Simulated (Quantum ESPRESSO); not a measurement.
GeGa2O2N2, convergence and cost over cutoff and k mesh

A calculation, not a measurement. The program is pw.x of Quantum ESPRESSO 7.5 (plane-wave density functional theory). The cell is made up: 7 atoms on a wurtzite lattice with one site empty, with randomly drawn elements, strain and displacements, not relaxed. PseudoDojo standard norm-conserving files (v0.5 for PBE, v0.4.1 for LDA and PBEsol) set the functional; there is no spin polarisation, spin-orbit coupling or dispersion term, and the masses in the input are unused placeholders. A spin-polarised start on this cell or one of its family kept no moment.

Input of the run in row 2:

```
&control calculation='scf', pseudo_dir='./dojo.nc.sr.pbe.v0_5.standard.upf', outdir='./o', disk_io='medium', tprnfor=.true., tstress=.true. /
&system ibrav=0, nat=7, ntyp=4, nbnd=37, ecutwfc=84.00895049, nosym=.true., tot_charge=0,
 occupations='smearing', smearing='fd', degauss=0.0018374661
/
&electrons conv_thr=7.350e-09, electron_maxstep=60, /
ATOMIC_SPECIES
Ga 1.0 Ga.upf
Ge 1.0 Ge.upf
N 1.0 N.upf
O 1.0 O.upf
CELL_PARAMETERS angstrom
3.1054 0.0 0.0
0.0 5.3787 0.0
0.0 0.0 5.0711
ATOMIC_POSITIONS angstrom
Ge 0.0371 0.0332 0.082
Ga 1.5633 2.7244 0.0734
Ga -0.0807 3.6068 2.414
O -0.0242 0.0155 1.9066
O 1.5606 2.6206 1.8389
N 1.6242 0.9294 4.4044
N 0.043 3.5721 4.4578
K_POINTS automatic
6 4 4 1 1 1
```

The same cell was run at these settings. Meshes are shifted by half a step, and differences are from the last row, which is itself not exact.

```
cutoff (eV)     k mesh  k points solved  threshold (eV)  free energy less the last row's (eV)  pressure (GPa)  largest stress difference (GPa)  largest force difference (eV/Å)  iterations  wall time (s)  k-point pools              processor
        800  2 x 2 x 2                4           1e-04                                 2.025          -47.19                            55.34                            0.107           9             12              1  AMD EPYC, Zen 5 class
       1143  6 x 4 x 4               48           1e-07                                 0.000            4.47                             0.02                            0.002          13            185              1  AMD EPYC, Zen 5 class
       1437  8 x 6 x 6              144           1e-07                                 0.000            4.47                             0.00                            0.000          13           1136              1  AMD EPYC, Zen 5 class
```

Each pool is one process. Wall times include start-up and a band step at six k points, which weighs most on the coarsest meshes. The runs were on shared virtual cores whose load varied, so times are rough.